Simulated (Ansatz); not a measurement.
A structure of MgO relaxed with PBEsol (plane waves to 420 eV, PAW, scalar-relativistic; Ansatz, a first-principles code); single points at other levels follow on the same geometry (Ansatz, PAW; HSE06 at 420 eV on a 8×8×4 k-mesh; no spin-orbit coupling). Space group P6₃/mmc (No. 194).

```
CELL_PARAMETERS angstrom
      2.92893     0.00000     0.00000
     -1.46446     2.53652     0.00000
      0.00000     0.00000     5.11280
ATOMIC_POSITIONS crystal
  Mg 0.00000 0.00000 0.50000
  Mg 0.00000 0.00000 0.00000
  O  0.33333 0.66667 0.75000
  O  0.66667 0.33333 0.25000
```

| level | gap (eV) | kind | conduction minimum |
|---|---|---|---|
| PBEsol | 4.27 | direct | Γ |
| HSE06 | ___ | – | ___ |

Complete the blanks.


- HSE06, gap (eV): 6.11
- HSE06, conduction minimum: Γ

No spin polarisation in the result.

It was reached from a disturbed copy of a Pm-3m (No. 221) cell (CsCl type), against which it lies -0.586 eV/atom.

The first start was generated by placing the elements on the sites of a structure type. Materials Project lists a structure of MgO in the same space group, P6₃/mmc (No. 194); the sites were not compared with it, nor with measured phases. Known forms of MgO include space group No. 225.
